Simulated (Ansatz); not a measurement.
An Ansatz (an electronic-structure program) run. Input:

Ansatz 0.2 input:
```yaml
crystal:
  lattice:
    - [3.3655429162, 0.0, 0.0]
    - [-1.6827714581, 2.914645663, 0.0]
    - [0.0, 0.0, 5.5753005953]
  atoms:
    - { symbol: B, position: [0.3333333333, 0.6666666667, 0.3745755008] }
    - { symbol: B, position: [0.6666666667, 0.3333333333, 0.8745755008] }
    - { symbol: As, position: [0.3333333333, 0.6666666667, 0.0004244992] }
    - { symbol: As, position: [0.6666666667, 0.3333333333, 0.5004244992] }
kpoints:
  mp_grid: { grid: [9, 9, 5] }
hamiltonian:
  xc: r2scan
  pseudopotentials: { kind: paw }
scf:
  occupations: { method: fixed }
checkpoint: { read: static.run }
output: { bader: true, populations: true }
```

Output (shortened):

```
Pseudopotentials: kind: paw
Pseudopotential: B, paw, valence charge 3
Pseudopotential: As, paw, valence charge 15
Functional definition: r2SCAN
Crystal: 4 atoms, lattice volume = 54.690 Å³
Basis set: ecut = 500 eV, 1365 PW (Γ), exchange–correlation on 100×100×180 points (64 copies of the dense FFT grid, shifted against one another)
Bands: 22, of which v1, the nominal top of the filled ones, is band 18 counted from 1 (17 counted from 0)
Symmetry: 12 space group operations
Space group: P63mc (ITA 186), of the structure as read, at distance tolerance 3.8e-5 Å
k-points: 36 of 405 (time reversal used)
PAW frozen core: B, regenerated for the run's functional
PAW frozen core: As, regenerated for the run's functional
Initial density: read from a saved state, or passed on in memory by an earlier SCF of this step, an earlier step, the calling program or the single point that …
Stability of the state it starts from, as read at its close in the unpolarized treatment …
Initial wavefunctions: pseudopotential atomic-orbital guess
Eigensolver: davidson
Functional: x = r2scan, c = r2scan; τ floored in thin density (d = 2e-4 eV/Å³)
iter 1 solved again at ethr=1.89e-8 eV; its pass at ethr=3.10e-3 eV (dr2=6.79e-6 eV) is discarded
SCF iter   1: F=—  HF=-10042.636675 eV  |F-HF|=—  |Δ(HF+E_count)|=         —  Δρ=3.16e-7  dr2=6.00e-11  dr2_τ=3.89e-12  ethr=1.89e-8  ⟨swp⟩=2.8  Hψ=5004  notcnv=0  defer=66
all-band conjugate gradients solve this SCF's bands
preconditioner: auto → Resta (q_TF=auto, 2.545 Å⁻¹)
SCF iter   2: F=-10042.636675 eV  HF=-10042.636675 eV  |F-HF|=1.64e-11  |Δ(HF+E_count)|=   3.99e-9  Δρ=2.51e-7  dr2=3.71e-11  dr2_τ=6.95e-12  ethr=1.00e-12  ⟨swp⟩=7.6  Hψ=3431  notcnv=0
SCF 1 converged in 2 iterations: F = -10042.636675 eV  dr2 = 3.71e-11
SCF converged after 2 iterations
Free energy (F): -10042.636675 eV
Harris-Foulkes:  -10042.636675 eV  (|F-HF|=1.64e-11)
Internal energy: -10042.636675 eV  (E = F + TS)
E sigma→0 (E₀):  -10042.636675 eV
Fermi energy:    11.229826 eV
--- Per-component energies (eV) ---
  E_band       = -447.004041
  E_kinetic    = 302.951130
  E_local      = -3398.638379  (includes V_loc(G=0)·N_el)
  E_nonlocal   = -1315.279721
  E_hartree    = 1886.423259
  E_xc         = -211.218674
  E_vxc        = -251.117609  (∫ρ·V_xc dr)
  E_paw        = -3858.343660  (= ΣΔE_a)
  E_vpaw       = 429.738331  (= ΣTr[D̂ρ^β])
  E_aug_tail   = -0.000013  (compensation charges beyond the density's cutoff)
  E_vtau       = 12.495532  (kinetic-family band-sum trace: ∫τ·v_τ [+ j·A + Jᵃ·Aᵃ] dr)
  E_ewald      = -3445.578918
  E_core_change = -2.951700  (= ΣΔE_core)
  E_smearing   =  0.000000  (= −TS)
  E_closure    = 0.000000  (closes the sum)
  Σ components = -10042.636675   (vs F -10042.636675, Δ=0.00e0)
  [band-id]    e_kinetic+e_local+e_nonlocal+2·e_hartree+e_vxc+e_vpaw+e_augmentation_tail+e_vtau = -447.004210   (vs E_band -447.004041, Δ=-1.69e-4)
--- Band table (eV; the first three rows and the last of 36) ---
  k-point 0: bands = ["-25.6373", "-25.6338", "-25.6323", "-25.6323", "-25.6285", "-25.6285", "-25.6094", "-25.6094", "-25.6037", "-25.6037", "-5.1617", "-2.2233", "1.7611", "9.0188", "9.0188", "10.8314", "11.2298", "11.2298", "13.6603", "14.1053", "14.1053", "14.4672"]
  k-point 1: bands = ["-25.6370", "-25.6341", "-25.6320", "-25.6320", "-25.6289", "-25.6289", "-25.6088", "-25.6088", "-25.6042", "-25.6042", "-4.9926", "-2.7656", "2.6399", "9.1652", "9.1652", "9.3819", "10.8905", "10.8905", "13.7834", "14.4460", "14.4460", "14.9333"]
  k-point 2: bands = ["-25.6361", "-25.6350", "-25.6312", "-25.6312", "-25.6300", "-25.6300", "-25.6072", "-25.6072", "-25.6055", "-25.6055", "-4.4940", "-3.7048", "4.5707", "6.9372", "9.5861", "9.5861", "10.2158", "10.2158", "14.1372", "14.6438", "15.1922", "15.1922"]
  k-point 35: bands = ["-25.6328", "-25.6328", "-25.6265", "-25.6239", "-25.6230", "-25.6230", "-25.6063", "-25.6056", "-25.6056", "-25.6049", "-0.9981", "-0.9981", "2.2481", "2.2481", "4.5220", "5.2587", "8.0217", "8.0217", "14.5110", "14.5110", "15.3572", "17.6508"]
  band table: 22 of 22 bands, residual norms ≤ 1.0e-3 eV
--- Löwdin populations: 4 sites ---
  site symbol       q [e]
     0      B      3.5801
     1      B      3.5801
     2     As     14.3784
     3     As     14.3784
  spilling = 0.002304 (of n_electrons = 36.000000)
--- Bader charges: 4 sites ---
  site symbol  charge [e]  shift [e]
     0      B      0.2044     0.0163
     1      B      0.2044     0.0163
     2     As     -0.2044     0.0163
     3     As     -0.2044     0.0163
  shift: an alarm, by how much a part of what the PAW files miss would move the charge. Where it is large, compare
  with a run on PAW files of another source; a small one proves nothing
  estimated error of the sums over rays = 3.2e-4 e
```

Cost: very roughly 90 core-seconds on shared cores.

Space group P6_3mc (wurtzite). The first step of the workflow began from a Materials Project structure, measured or hypothetical; the Crystallography Open Database copy checked does not list it. It is not the phase usual at ambient conditions (space group No. 216). The r²SCAN relaxation kept the symmetry of its start; whether a distortion lowers the energy is not shown. Spin–orbit coupling is left out wherever it is not named.

Potentials: the later of the program's two PAW sets.

Ansatz is a plane-wave DFT program.
